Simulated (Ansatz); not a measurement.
MgSe:
Space group Fm-3m (No. 225); a = 5.472 Å, b = 5.472 Å, c = 5.472 Å, α = 90.00°, β = 90.00°, γ = 90.00°

```csv
atom,site,symmetry,x,y,z
Se,4a,m-3m,0.0000,0.0000,0.0000
Mg,4b,m-3m,0.5000,0.5000,0.5000
```
(The calculation used a cell of 2 atoms; values per cell refer to that cell.)

Relaxed with r²SCAN.

Task: Tabulate the valence density and the electron localisation function along the shortest Se–Mg contact (2.74 Å), r²SCAN (plane waves, PAW; program Ansatz).

Result: 

| distance from Se (Å) | density (e/Å³) | ELF |
|---|---|---|
| 0.27 | 22.96 | 0.21 |
| 0.41 | 10.67 | 0.42 |
| 0.55 | 4.35 | 0.64 |
| 0.68 | 1.86 | 0.76 |
| 0.82 | 0.98 | 0.81 |
| 0.96 | 0.67 | 0.82 |
| 1.09 | 0.48 | 0.83 |
| 1.23 | 0.35 | 0.82 |
| 1.37 | 0.25 | 0.77 |
| 1.50 | 0.19 | 0.58 |
| 1.64 | 0.15 | 0.18 |
| 1.78 | 0.15 | 0.04 |
| 1.92 | 0.21 | 0.06 |
| 2.05 | 0.69 | 0.23 |
| 2.19 | 2.88 | 0.42 |
| 2.33 | 8.73 | 0.42 |
| 2.46 | 18.17 | 0.32 |

The density is the valence pseudo-density with augmentation charge, so density and ELF within about 1 Å of a nucleus are not all-electron values.

The r²SCAN relaxation kept the symmetry of its start.

Potentials: the later of the program's two PAW sets.
